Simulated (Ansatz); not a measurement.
The calculation used DFT PBE, scalar-relativistic, plane waves, PAW in Ansatz 0.2.0. Settings: cutoff 420 eV, Γ-centred meshes spaced at most about 0.3 Å⁻¹, and about 0.25 Å⁻¹ or finer for metals (2π included), Gaussian smearing. No spin polarisation in the final relaxations.

All energies are static (0 K, no zero-point motion). All come from trial cells, and lower structures may exist.

**Question.** Order these relaxed structures of InSbTe₃ by energy, lowest first, with the energy over the lowest of them.
A. Space group Pm-3m (No. 221), cubic, a = 5.815 Å. In has 12 Te at 4.11 Å (long against covalent radii, as for large ions); Sb is surrounded by 6 Te at 2.91 Å; Te is surrounded by 2 Sb at 2.91 Å, 4 In at 4.11 Å and 8 Te at 4.11 Å.
B. Space group P3m1 (No. 156), trigonal, a = 4.325 Å, c = 10.533 Å. Around In lie 3 Te at 2.91 Å and 3 Te at 3.18 Å; around Sb lie 3 Te at 3.01 Å and 3 Te at 3.20 Å; Te on its first site is surrounded by 3 In at 3.18 Å and 3 Sb at 3.20 Å; Te on its second site is surrounded by 3 In at 2.91 Å; 1 more site not described.
C. Space group P6/mmm (No. 191), hexagonal, a = 6.437 Å, c = 5.644 Å. In has 2 Sb at 2.82 Å and 6 Te at 3.22 Å; around Sb lie 2 In at 2.82 Å; Te is surrounded by 2 In at 3.22 Å and 4 Te at 3.22 Å.
D. Space group Immm (No. 71), orthorhombic, a = 5.850 Å, b = 6.128 Å, c = 9.793 Å. In has 2 Te at 2.92 Å and 4 Te at 3.39 Å; Sb has 2 Te at 3.06 Å and 4 Te at 3.26 Å; around Te on a site of symmetry mm2 lie 1 Te at 2.89 Å, 2 Sb at 3.26 Å, 2 In at 3.39 Å and 1 Te at 3.45 Å; Te on a site of symmetry mmm has 2 In at 2.92 Å, 2 Sb at 3.06 Å and 2 Te at 3.45 Å.

**Answer.** B (0 meV/atom), D (213 meV/atom), A (473 meV/atom), C (696 meV/atom). Forms: B P3m1; D Immm; A cubic perovskite type, Pm-3m; C P6/mmm. D holds Te–Te pairs (shortest 2.89 Å) (bonds between like non-metal atoms; other contacts aren't counted).

No dispersion correction is applied, so the spacing and binding between layers, chains or molecules are poorly described (P3m1), and this can change margins and order among such cells. These runs have no spin–orbit coupling, which can matter for Sb and Te. A magnetic state wasn't ruled out in cells without spin, among them Pm-3m, P6/mmm. Cells relaxed within their symmetry can be saddle points. Some candidate types were left out of the draw beforehand, so a known form may be missing.
